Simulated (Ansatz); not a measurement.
## Electric field gradients in Ti₃Al₅

The calculation used Ansatz, DFT LDA, scalar-relativistic, plane waves, PAW. Plane waves to 420 eV; Γ-centred k mesh 10×10×6; Fermi-Dirac smearing of 0.15 eV. No spin polarisation.

Relaxed structure:
```
Ti Al
1.0
     3.85212    0.00000    0.00000
     0.00000    3.95579    0.00000
     0.00000    0.00000    7.98897
Ti Al
3 5
Direct
  0.00000 0.50000 0.26461
  0.00000 0.50000 0.73539
  0.50000 0.50000 0.00000
  0.00000 0.00000 0.00000
  0.00000 0.00000 0.50000
  0.50000 0.50000 0.50000
  0.50000 0.00000 0.24188
  0.50000 0.00000 0.75812
```

In a metal these results depend on the k mesh and the smearing.

Task: Give V_zz (10²¹ V/m²) and the asymmetry η at each distinct site.

Result:
```json
{"atom": "Ti (atom 1)", "V_zz": "1.83", "η": "0.15"}
{"atom": "Ti (atom 3)", "V_zz": "-3.05", "η": "0.89"}
{"atom": "Al (atom 4)", "V_zz": "-2.22", "η": "0.41"}
{"atom": "Al (atom 5)", "V_zz": "2.66", "η": "0.15"}
{"atom": "Al (atom 6)", "V_zz": "2.37", "η": "0.83"}
{"atom": "Al (atom 7)", "V_zz": "-1.98", "η": "0.59"}
```

Whether Ti3Al5 exists in this form wasn't checked.

Cost: 1 run of about 0.67 core-minutes, on Arm Neoverse V2 (shared hosts).